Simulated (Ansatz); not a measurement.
This TlZnO2 structure is the end of a relaxation. The cell was found from a structure generator's guess, not taken from experiment.

These are results of DFT PBE, scalar-relativistic, plane waves, PAW in Ansatz, not measurements. Cutoff 420 eV, Γ-centred mesh, Gaussian smearing, no spin polarisation.

```xyz
4
Lattice="4.0626 0.0000 0.0000 0.0000 4.0626 0.0000 0.0000 0.0000 3.4691" Properties=species:S:1:pos:R:3 pbc="T T T"
Zn    0.0000    0.0000    0.0000
Tl    2.0313    2.0313    1.7346
O     2.0313    0.0000    0.0000
O     0.0000    2.0313    0.0000
```

Energies over the elements count from the elements' standard structures at the same level (O₂ as a molecule), with no fitted energy shifts.

(1) Find its symmetry and describe it.

(2) How far does it lie from the elements in energy?

(3) Is it a metal?

(4) From what recipe could a structure generator have reached it?

Results:

(1) P4/mmm (No. 123). Conventional cell: a = 4.063 Å, c = 3.469 Å. Around Zn lie 4 O at 2.03 Å; around Tl lie 8 O at 2.67 Å; O is surrounded by 2 Zn at 2.03 Å and 4 Tl at 2.67 Å.

(2) −0.63 eV/atom. Whether it is stable depends on the other phases of the system, which aren't compared here.

(3) Yes, bands cross the Fermi level on the 12×12×14 mesh.

(4) One such recipe: perovskite family, infinite layers (P4/mmm, No. 123). Other recipes can lead to the same cell.

The last run used a 12×12×14 mesh (in the run's order of axes) for its 4-atom cell and Gaussian smearing of 0.10 eV. These runs have no spin–orbit coupling, which can matter for Tl. An odd number of electrons in the primitive cell allows no gap without spin; a larger cell or a magnetic state could open one. A structure relaxed within its symmetry needn't be a true minimum.
